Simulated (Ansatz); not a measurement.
GeSe:
```cif
data_Ge4Se4
_chemical_formula_sum 'Ge4 Se4'
_space_group_name_H-M_alt 'Pnma'
_space_group_IT_number 62
_space_group_name_Hall '-P 2ac 2n'
_cell_length_a 7.75790
_cell_length_b 3.83996
_cell_length_c 5.82884
_cell_angle_alpha 90.000
_cell_angle_beta 90.000
_cell_angle_gamma 90.000
loop_
_atom_site_label
_atom_site_type_symbol
_atom_site_symmetry_multiplicity
_atom_site_Wyckoff_symbol
_atom_site_fract_x
_atom_site_fract_y
_atom_site_fract_z
_atom_site_occupancy
Ge1 Ge 4 c 0.01141 0.75000 0.27520 1
Se1 Se 4 c 0.32047 0.25000 0.38912 1
```

Relaxed with PBEsol.

Which orbitals make up the states near the band edges in the program Ansatz at the PBEsol level (PAW)?

Top 1 eV of the valence band: Se 4p 61 %, Ge 4s 19 %, Ge 4p 17 %. Bottom 1 eV of the conduction band: Ge 4p 62 %, Se 4p 19 %, Se 4s 8 %, Ge 4s 7 %. Projections are on Löwdin-orthogonalised atomic valence shells; empty p or d shells of many metals are not among them.

Tabulate the density of states.

States/eV per cell of 8 atoms, in 0.25 eV bins, energy from the valence-band maximum.

```tsv
E (eV)	total	Se 4p	Ge 4p	Ge 4s
-7.85	2.91	0.72	0.14	1.78
-7.60	2.31	0.59	0.11	1.34
-7.35	1.75	0.46	0.08	0.93
-7.10	1.78	0.46	0.09	0.92
-6.85	1.59	0.41	0.09	0.79
-6.60	0.93	0.20	0.04	0.49
-6.35	0.66	0.12	0.03	0.36
-6.10	0.22	0.03	0.01	0.12
-5.85	0.00	0.00	0.00	0.00
-5.60	0.84	0.46	0.35	0.02
-5.35	2.92	1.64	1.16	0.08
-5.10	3.69	2.08	1.41	0.14
-4.85	4.69	2.62	1.76	0.20
-4.60	3.79	2.08	1.41	0.19
-4.35	4.56	2.53	1.66	0.23
-4.10	3.97	2.28	1.39	0.19
-3.85	3.10	1.85	1.04	0.13
-3.60	3.59	2.18	1.20	0.13
-3.35	4.84	2.93	1.55	0.23
-3.10	5.24	3.24	1.56	0.29
-2.85	5.39	3.41	1.49	0.34
-2.60	5.73	3.71	1.46	0.39
-2.35	5.76	3.99	1.26	0.35
-2.10	7.52	5.36	1.52	0.45
-1.85	6.73	4.68	1.35	0.54
-1.60	4.67	3.02	1.01	0.52
-1.35	4.82	3.01	1.04	0.64
-1.10	4.58	2.72	0.95	0.78
-0.85	4.43	2.64	0.87	0.80
-0.60	3.78	2.34	0.59	0.75
-0.35	1.19	0.78	0.14	0.23
-0.10	0.17	0.11	0.02	0.03
0.15	0.00	0.00	0.00	0.00
0.40	0.06	0.01	0.03	0.01
0.65	0.62	0.11	0.37	0.06
0.90	2.54	0.45	1.58	0.21
1.15	4.61	0.89	2.86	0.31
1.40	4.32	0.87	2.69	0.23
1.65	4.06	0.87	2.55	0.17
1.90	4.31	0.97	2.74	0.14
2.15	5.41	1.25	3.41	0.16
2.40	5.89	1.42	3.68	0.14
2.65	5.15	1.24	3.26	0.10
2.90	5.79	1.51	3.49	0.13
3.15	4.98	1.32	2.90	0.12
3.40	5.60	1.53	3.24	0.13
3.65	5.56	1.63	3.03	0.12
3.90	4.43	1.27	2.46	0.08
4.15	3.38	0.89	2.01	0.05
4.40	6.06	1.61	3.49	0.06
4.65	5.06	1.37	2.88	0.05
4.90	4.21	1.12	2.39	0.05
5.15	4.35	1.13	2.34	0.05
```

Symmetry was held in the PBEsol relaxation. The volume moved by 33 % from the start of the relaxation. Scalar-relativistic: spin–orbit coupling is off unless named, which matters more the heavier the elements.

Potentials: the later of the program's two PAW sets.
